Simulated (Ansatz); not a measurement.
A geometry of ZnNi away from equilibrium: step 10 of the relaxation of a randomly generated symmetric cell of ZnNi (space group No. 186). Level of theory: PBEsol (plane waves to 420 eV, PAW, scalar-relativistic; Ansatz, an electronic-structure program). Γ-centred k-mesh 9×9×9 on the run's cell (coarser than for final values), Fermi–Dirac smearing 0.05 eV.

```xyz
4
Lattice="3.6348 0.0000 0.0000 -1.8174 3.1478 0.0000 0.0000 0.0000 4.5320" Properties=species:S:1:pos:R:3 pbc="T T T"
Ni     0.0000     2.0985     3.9404
Ni     1.8174     1.0493     1.6744
Zn     0.0000     0.0000     0.5412
Zn     0.0000     0.0000     2.8072
```
Spin-polarised start, with parallel moments on Ni.

Problem. Which atoms carry the largest force, and which way does it point?

Solution. No atom: all forces are below 0.005 eV/Å; only the cell is out of equilibrium.

Problem. What is the pressure?

Solution. +5.4 GPa, compression positive.

Problem. How much energy per atom can still be gained by relaxing?

Solution. 0.44 eV/atom; the path ends in P6₃/mmc (No. 194) (NiAs type).

No spin polarisation in the result: the starting moments vanished. A magnetic state may lie lower.

The run could not lose the symmetry of its start; a randomly shaken copy of 8 atoms returns to this structure.

The end of the path is a generated cell of ZnNi: the first start was made by a random draw of sites in a space group, and the end was not matched to a known phase here, so it may be hypothetical.
